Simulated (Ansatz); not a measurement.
## Calculated with Ansatz: Na$_{2}$Au$_{2}$O$_{3}$, relaxation

Launch command:

```bash
ansatz run input.yaml --threads 2 --pin off --max-ram 3584MiB --backend cpu --events-out ev --progress --plain --runs-dir out
```

Input:

```yaml
crystal:
  lattice:
    - [5.998034, 0.0, 0.0]
    - [0.0, 6.134072, 0.0]
    - [-2.806163, 0.0, 5.379124]
  atoms:
    - { symbol: Au, position: [0.335, 0.122, 0.073] }
    - { symbol: Au, position: [0.665, 0.622, 0.427] }
    - { symbol: Au, position: [0.665, 0.878, 0.927] }
    - { symbol: Au, position: [0.335, 0.378, 0.573] }
    - { symbol: Na, position: [0.152, 0.846, 0.411] }
    - { symbol: Na, position: [0.848, 0.346, 0.089] }
    - { symbol: Na, position: [0.848, 0.154, 0.589] }
    - { symbol: Na, position: [0.152, 0.654, 0.911] }
    - { symbol: O, position: [0.372, 0.425, 0.247] }
    - { symbol: O, position: [0.628, 0.925, 0.253] }
    - { symbol: O, position: [0.628, 0.575, 0.753] }
    - { symbol: O, position: [0.372, 0.075, 0.747] }
    - { symbol: O, position: [0.0, 0.0, 0.0] }
    - { symbol: O, position: [0.0, 0.5, 0.5] }
  symmetry: { tolerance: 0.0003 }
kpoints:
  mp_grid: { grid: [4, 3, 4], shift: [0, 0, 0] }
magnetization:
  spin_polarized: false
scf:
  occupations: { method: fermi_dirac }
  lower_state_search: "off"
hamiltonian:
  pseudopotentials: { kind: paw }
  xc: pbe
basis:
  ecutwfc: 420
  fft_grid_basis: typed
relax:
  max_steps: 80
  cell: { p_target: 20.0 }
  f_tol: 0.03
output:
  forces: true
  stress: true
  eigenvalues: true
  bader: true
  populations: true
  elf: true
  write_potential: true
  volumetric_format: npy
  dos:
    e_range: [-12, 8]
    de: 0.05
    projected: { site_lists: { Au: [Au], Na: [Na], O: [O] } }
checkpoint:
  read: saved_state
```

Origin of the cell: a known structure type with other elements, at an estimated volume, so it need not be a known compound.

The smearing width isn't typed, so it takes its default of 0.1 eV.

The saved state is a converged single point of the same cell.

Steps («new basis» is an SCF on plane waves selected anew at the same cell):

```csv
step,ΔH (meV/atom),max force component (eV/Å),P (GPa),volume (Å³),SCF iterations,step was
1,0.0,2.408,23.00,197.91,7,accepted
2,-173.8,1.851,17.94,194.26,9,accepted
3,-318.3,1.267,15.49,188.11,8,accepted
4,-433.5,1.046,14.40,181.84,8,accepted
5,-521.0,0.759,17.01,172.07,8,accepted
6,-539.6,0.899,20.92,164.79,8,accepted
7,-559.2,0.357,22.18,166.31,7,accepted
8,-557.0,0.457,18.82,172.06,7,rejected
9,-564.6,0.076,19.40,169.87,12,accepted
10,-565.6,0.072,20.28,169.18,7,accepted
11,-565.8,0.029,20.03,169.45,7,accepted
12,-565.9,0.009,19.99,169.46,7,accepted
13,-565.3,0.009,19.88,169.46,8,new basis
14,-565.5,0.020,19.89,169.19,5,accepted
15,-565.6,0.005,19.99,169.12,5,accepted
16,-565.5,0.005,19.99,169.12,5,new basis
```

The starting structure.

Space group P2_1/c (No. 14); the run's cell has a = 5.998 Å, b = 6.134 Å, c = 6.067 Å, α = 90.00°, β = 117.55°, γ = 90.00°. Shortest distances: Au–O 1.99 Å, Na–O 2.32 Å, O–O 2.88 Å, Au–Au 2.93 Å, Au–Na 3.04 Å, Na–Na 3.14 Å.

After:

Space group P2_1/c (No. 14); the run's cell has a = 6.378 Å, b = 5.135 Å, c = 6.076 Å, α = 90.00°, β = 121.82°, γ = 90.00°. Shortest distances: Au–O 2.03 Å, Na–O 2.18 Å, O–O 2.64 Å, Au–Na 2.71 Å, Na–Na 3.05 Å, Au–Au 3.08 Å.

```
CELL_PARAMETERS angstrom
6.37706 0.00000 -0.12847
0.00000 5.13541 0.00000
-3.09870 0.00000 5.22661
ATOMIC_POSITIONS crystal
Au 0.33601 0.20057 0.09637
Au 0.66399 0.70057 0.40363
Au 0.66399 0.79943 0.90363
Au 0.33601 0.29943 0.59637
Na 0.13557 0.83095 0.38577
Na 0.86443 0.33095 0.11423
Na 0.86443 0.16905 0.61423
Na 0.13557 0.66905 0.88577
O 0.28222 0.49928 0.28184
O 0.71778 0.99928 0.21816
O 0.71778 0.50072 0.71816
O 0.28222 0.00072 0.78184
O 0.00000 0.00000 0.00000
O 0.00000 0.50000 0.50000
```

```yaml
Enthalpy_lowered_by: 565.5 meV/atom
Volume_change: -14.55 %
Final_pressure: 19.99 GPa
Relaxation_steps_listed: 16
```

Caveats: no spin-orbit coupling, though heavy elements are present; the k mesh is coarse if the cell is a metal; the relaxation held the start's symmetry, so the end may be a saddle point.

The run took 4.3 min on 2 threads of Arm Neoverse V2, with other jobs on the host, peak memory 0.72 GiB, from a saved density.
